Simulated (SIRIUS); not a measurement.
Consider a self-consistent single point of Si3N4 (P6_3/m, 14 atoms in the cell; from Materials Project mp-988, changed as shown).

```
Si3N4
1.0
    7.37977     0.00000     0.00000
   -3.68988     6.39107     0.00000
    0.00000     0.00000     2.81933
Si N
6 8
Direct
  0.23108   0.82495   0.75000
  0.76892   0.17505   0.25000
  0.40613   0.23108   0.25000
  0.59387   0.76892   0.75000
  0.17505   0.40613   0.75000
  0.82495   0.59387   0.25000
  0.33333   0.66667   0.75000
  0.66667   0.33333   0.25000
  0.96919   0.66985   0.75000
  0.03081   0.33015   0.25000
  0.29934   0.96919   0.25000
  0.70066   0.03081   0.75000
  0.33015   0.29934   0.75000
  0.66985   0.70066   0.25000
```

Method: PBEsol, GBRV PBEsol ultrasoft pseudopotentials (plane waves; SIRIUS).

SIRIUS settings:

- parameters.ngridk: 4 4 9
- parameters.xc_functionals: [XC_GGA_X_PBE_SOL, XC_GGA_C_PBE_SOL]
- parameters.gk_cutoff: 6.325 1/bohr
- parameters.pw_cutoff: 14.143 1/bohr
- parameters.smearing: fermi_dirac
- parameters.smearing_width: 0.000367493 Ha
- potentials: GBRV PBEsol ultrasoft pseudopotentials
- parameters.electronic_structure_method: pseudopotential
- parameters.num_bands: 38
- parameters.num_mag_dims: 0
- parameters.num_dft_iter: 100
- parameters.energy_tol: 1e-07 Ha
- parameters.density_tol: 1e-06
- mixer.type: broyden2
- mixer.beta: 0.5
- mixer.use_hartree: true

Results:

Number of valence electrons: 64
Number of bands: 38
Number of k-points after the program's reduction: 20
Number of plane waves (most at a k-point): 3860
Number of SCF iterations: 17
FFT grid: 72 × 72 × 27
Free energy E − TS: -2983.3075 eV
Pressure: 30.08 GPa
Largest force (vector length): 0.189 eV/Å

Forces (eV/Å):
```tsv
atom	Fx	Fy	Fz
Si1	0.071	0.175	0.000
Si2	-0.071	-0.175	0.000
Si3	-0.116	0.149	0.000
Si4	0.116	-0.149	0.000
Si5	-0.187	-0.026	0.000
Si6	0.187	0.026	0.000
N7	0.000	0.000	0.000
N8	0.000	0.000	0.000
N9	0.175	0.011	0.000
N10	-0.175	-0.011	0.000
N11	0.078	0.157	0.000
N12	-0.078	-0.157	0.000
N13	-0.097	0.146	0.000
N14	0.097	-0.146	0.000
```

Stress (GPa, positive for compression):
```
29.45   0.00   0.00
 0.00  29.45   0.00
 0.00   0.00  31.34
```

For comparison: a first run was changed to give this one (volume scaled by 0.98), and from it to this one the free energy rises by 32.1 meV/atom, the pressure goes from 23.00 to 30.08 GPa and the largest force goes from 0.154 to 0.189 eV/Å.

The structure comes from a collection of computed structures, made at another level of theory; the collection holds predicted forms beside known ones. Its lattice was then scaled. At this pressure the cell is far from its equilibrium volume at this level.

Cost on one core: around 2.1 core-minutes (rough).
